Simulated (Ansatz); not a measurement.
**Property card for RuW**

RuW:
```
RuW
1.0
    0.00000     2.56532     2.56532
    2.56532     0.00000     2.56532
    2.56532     2.56532     0.00000
Ru W
1 1
Cartesian
  0.00000   0.00000   0.00000
  2.56532   2.56532   2.56532
```

Space group Fm-3m (No. 225), rock salt; conventional cell a = 5.131 Å, b = 5.131 Å, c = 5.131 Å, α = 90.00°, β = 90.00°, γ = 90.00°.

Method: the program Ansatz at the PBE level (PAW). Structure relaxed to zero pressure with the same functional. Other levels are named where they apply.

### Cell and energy

Volume per atom: 16.88 Å³
Density: 14.01 g/cm³
Formation energy from the elements (no fitted shifts): 0.97 eV/atom

### Electronic structure

* **Electronic character**: metallic (no gap)
* **Density of states at the Fermi level**: 0.75 states/eV per atom (mean over ±0.08 eV)
* **Gap with spin–orbit coupling**: none (metallic)

### Mechanics

* **Bulk modulus (Birch–Murnaghan fit)**: 233 GPa
* **Pressure derivative B′**: 4.4

The start of the workflow was typed in or built on a structure type; neither database checked (COD, Materials Project) lists it. Whether it is the stable phase at ambient conditions was not checked. Symmetry was held in the PBE relaxation; its stability against distortions is not shown here. The run is not spin-polarised. The volume moved by 15 % from the start of the relaxation. Its formation energy is positive at this level, so the cell may be metastable or incomplete. The references are the lowest solids computed at this level, not always the standard phases. Scalar-relativistic: spin–orbit coupling is off unless named, which matters more the heavier the elements.

Potentials: the earlier of the program's two PAW sets.
